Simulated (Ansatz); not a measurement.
**Random displacements in ZnInGaO₄**

Method: DFT LDA, scalar-relativistic, plane waves, PAW (Ansatz). Cutoff 420 eV, Γ-centred 12×12×12 k-points, Gaussian smearing of 0.05 eV. No spin polarisation. Energies are free energies at this smearing, counted from the undisturbed cell; pressure is positive in compression.

The undisturbed cell (as given, not relaxed at this level, and it needn't be the usual structure):

```yaml
crystal:
  lattice:
    - [1.68033, 0.97014, 8.71341]
    - [-1.68033, 0.97014, 8.71341]
    - [0.00000, -1.94027, 8.71341]
  atoms:
    - { symbol: Zn, position: [0.21838, 0.21838, 0.21838] }
    - { symbol: In, position: [0.00277, 0.00277, 0.00277] }
    - { symbol: Ga, position: [0.78703, 0.78703, 0.78703] }
    - { symbol: O, position: [0.29514, 0.29514, 0.29514] }
    - { symbol: O, position: [0.71136, 0.71136, 0.71136] }
    - { symbol: O, position: [0.12172, 0.12172, 0.12172] }
    - { symbol: O, position: [0.86360, 0.86360, 0.86360] }
```

The atoms are displaced (Å, in the unstrained cell):

```csv
atom,ux,uy,uz
Zn1,0.171,-0.099,-0.028
In2,0.042,0.197,-0.032
Ga3,-0.054,-0.161,0.165
O4,0.059,-0.034,0.041
O5,-0.018,0.236,0.134
O6,0.117,0.045,-0.292
O7,-0.315,-0.185,0.011
```

The cell is not strained.

(1) What are the energy change, the stress and the forces?

Results:

(1) ΔE = 453.1 meV/atom; stress (xx, yy, zz, yz, xz, xy; compression positive) (7.67, 1.78, -4.96, -5.27, -3.49, 15.50) GPa; gap on the mesh 0.20 eV.
| atom | Fx (eV/Å) | Fy | Fz |
| --- | --- | --- | --- |
| Zn1 | -7.05 | -5.21 | 4.11 |
| In2 | -0.06 | -1.86 | 3.27 |
| Ga3 | 2.72 | 1.90 | -3.38 |
| O4 | -0.18 | 1.74 | -2.10 |
| O5 | 0.29 | -0.83 | -2.33 |
| O6 | -3.34 | -1.42 | 2.49 |
| O7 | 7.63 | 5.67 | -2.06 |

Cost: 1 run of about 9.3 core-minutes, on Intel Xeon Processor @ 2.50GHz (Skylake/Cascade Lake) (shared hosts).